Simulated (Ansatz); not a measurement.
**Calculated field gradients at the nuclei for SiO2**

The cell is a COD entry, ions relaxed with PBE at fixed cell.

Space group P4_12_12 (No. 92); a = 4.9640, c = 6.9200 Å.

```csv
site,Wyckoff,site symmetry,x,y,z
Si,4a,..2,0.3059,0.3059,0.0000
O,8b,1,0.2366,0.1180,0.1858
```

One atom of each set is listed.

The numbers come from a DFT calculation in Ansatz (r2SCAN, plane waves and PAW (field gradients read without the response of the frozen cores, which leaves them typically 4 to 6 % off), scalar-relativistic, 500 eV cutoff, Γ-centred 5×5×4 k-points, Fermi–Dirac smearing 0.02 eV).

Conventions: |V_zz| ≥ |V_yy| ≥ |V_xx|, η = (V_xx − V_yy)/V_zz, C_Q = eQV_zz/h.

O-17: I = 5/2, Q = -25.58 mb. Quadrupole moments are those of Pyykkö's year-2017 table.

Task: What field gradients does the calculation give at each kind of site?

Result: 

```json
{"site": "Si", "atoms": "4", "first shell": "4 O at 1.63 Å", "V_zz (10²¹ V/m²)": "-0.36", "η": "0.69", "C_Q (MHz)": "–"}
{"site": "O", "atoms": "8", "first shell": "2 Si at 1.63 Å, angle 142°", "V_zz (10²¹ V/m²)": "9.63", "η": "0.20", "C_Q (MHz)": "-5.96"}
```

At O V_zz runs parallel to the line that joins its two neighbours (within 1°).

Si has no stable isotope with a ground-state quadrupole moment in the table, so no C_Q is given.

The largest force is 0.3 eV/Å, so the atoms aren't at the calculated equilibrium and relaxing them would move these values.
